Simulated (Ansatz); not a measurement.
**Eigenvalues along a path: As (diamond type)**

```
CELL_PARAMETERS angstrom
0.00000 2.29989 2.29989
2.29989 0.00000 2.29989
2.29989 2.29989 0.00000
ATOMIC_POSITIONS crystal
As 0.87500 0.87500 0.87500
As 0.12500 0.12500 0.12500
```

The cell comes from a relaxation on PAW files under the same functional, begun from a prototype that needn't be the stable phase.

Level of theory: DFT with PBEsol, scalar-relativistic, in Ansatz 0.2.0; a Γ-centred 11×11×11 k mesh, Fermi–Dirac smearing of 0.08 eV, no spin polarisation. LAPW: all electrons, basis error target 1 meV/atom.

This run: volume at 0.45 of the series' base cell.

The structure type is held throughout; the real material can change phase at far lower pressure.

Path points, in fractions of the reciprocal vectors: Γ (0.000, 0.000, 0.000), X (0.500, 0.000, 0.500), U (0.625, 0.250, 0.625), K (0.375, 0.375, 0.750), L (0.500, 0.500, 0.500), W (0.500, 0.250, 0.750). The distance column jumps between branches of the path. Levels in eV from the Fermi level; bands 19 to 26, counted from the lowest band of the run. The gap is zero, the pressure 199.8 GPa.

```
# k(1/Å) point b19 b20 b21 b22 b23 b24 b25 b26
0.000 Γ -22.79 -4.09 -4.09 -4.09 -0.67 -0.67 -0.67 1.39
0.171 - -22.69 -4.71 -4.63 -4.63 -0.95 0.00 0.00 1.93
0.341 - -22.37 -6.10 -5.65 -5.65 -1.58 1.40 1.40 2.58
0.512 - -21.85 -7.76 -6.68 -6.68 -2.28 1.62 3.05 3.05
0.683 - -21.13 -9.53 -7.59 -7.59 -2.89 0.14 4.80 4.80
0.854 - -20.21 -11.32 -8.32 -8.32 -3.33 -1.16 6.59 6.59
1.024 - -19.10 -13.08 -8.86 -8.86 -3.57 -2.19 8.41 8.41
1.195 - -17.82 -14.78 -9.19 -9.19 -3.60 -2.92 10.20 10.20
1.366 X -16.37 -16.37 -9.30 -9.30 -3.39 -3.39 11.39 11.39
1.426 - -16.37 -16.35 -9.38 -9.28 -3.38 -3.26 11.21 11.29
1.487 - -16.38 -16.31 -9.62 -9.25 -3.34 -2.89 10.77 11.01
1.547 - -16.41 -16.24 -9.96 -9.19 -3.28 -2.35 10.20 10.60
1.607 - -16.45 -16.14 -10.33 -9.11 -3.20 -1.66 9.58 10.13
1.668 - -16.52 -16.02 -10.71 -9.00 -3.10 -0.88 8.94 9.62
1.728 - -16.62 -15.86 -11.05 -8.87 -2.97 -0.02 8.30 9.09
1.789 - -16.76 -15.68 -11.34 -8.72 -2.83 0.89 7.67 8.56
1.849 U -16.95 -15.47 -11.55 -8.56 -2.66 1.85 7.05 8.04
2.685 K -16.95 -15.47 -11.55 -8.56 -2.66 1.85 7.05 8.04
2.867 - -17.79 -14.66 -11.68 -7.93 -2.03 4.86 5.31 6.55
3.048 - -18.88 -13.61 -11.18 -7.18 -1.26 3.76 4.79 5.27
3.229 - -19.98 -12.31 -10.25 -6.36 -0.42 2.43 3.38 4.31
3.410 - -20.95 -10.77 -9.02 -5.56 0.25 1.32 2.18 3.83
3.591 - -21.74 -9.02 -7.60 -4.88 0.46 0.46 1.17 3.92
3.772 - -22.32 -7.10 -6.09 -4.42 -0.17 0.27 0.34 3.60
3.953 - -22.67 -5.19 -4.73 -4.17 -0.54 -0.33 -0.16 2.12
4.134 Γ -22.79 -4.09 -4.09 -4.09 -0.67 -0.67 -0.67 1.39
4.282 - -22.71 -4.99 -4.27 -4.27 -0.45 -0.44 -0.44 1.89
4.430 - -22.48 -6.75 -4.68 -4.68 -0.49 0.10 0.10 3.20
4.578 - -22.09 -8.64 -5.16 -5.16 -0.75 0.65 0.65 4.67
4.726 - -21.56 -10.49 -5.59 -5.59 -1.04 0.98 0.98 5.77
4.874 - -20.90 -12.20 -5.95 -5.95 -1.28 1.02 1.02 5.79
5.021 - -20.15 -13.72 -6.22 -6.22 -1.45 0.91 0.91 5.46
5.169 - -19.44 -14.90 -6.38 -6.38 -1.56 0.79 0.79 5.20
5.317 L -19.09 -15.40 -6.43 -6.43 -1.60 0.74 0.74 5.11
5.438 - -19.04 -15.36 -6.87 -6.54 -1.22 0.59 0.97 5.48
5.559 - -18.88 -15.27 -7.85 -6.87 -0.54 0.31 1.77 6.33
5.679 - -18.63 -15.12 -8.96 -7.40 0.00 0.14 3.18 6.96
5.800 - -18.27 -14.98 -9.99 -8.06 0.18 0.47 4.93 6.59
5.921 - -17.83 -14.92 -10.79 -8.80 0.43 0.97 5.32 5.73
6.042 - -17.29 -15.07 -11.21 -9.55 0.86 1.52 4.25 4.80
6.162 - -16.69 -15.48 -11.19 -10.25 1.44 2.07 3.36 3.93
6.283 W -16.06 -16.06 -10.83 -10.83 2.06 2.06 3.24 3.24
6.368 - -16.08 -16.08 -10.78 -10.78 1.37 1.37 3.98 3.98
6.454 - -16.11 -16.11 -10.64 -10.64 0.37 0.37 5.16 5.16
6.539 - -16.17 -16.17 -10.42 -10.42 -0.60 -0.60 6.41 6.41
6.625 - -16.22 -16.22 -10.15 -10.15 -1.48 -1.48 7.70 7.70
6.710 - -16.28 -16.28 -9.85 -9.85 -2.24 -2.24 8.99 8.99
6.795 - -16.33 -16.33 -9.57 -9.57 -2.85 -2.85 10.19 10.19
6.881 - -16.36 -16.36 -9.37 -9.37 -3.25 -3.25 11.08 11.08
6.966 X -16.37 -16.37 -9.30 -9.30 -3.39 -3.39 11.39 11.39
```
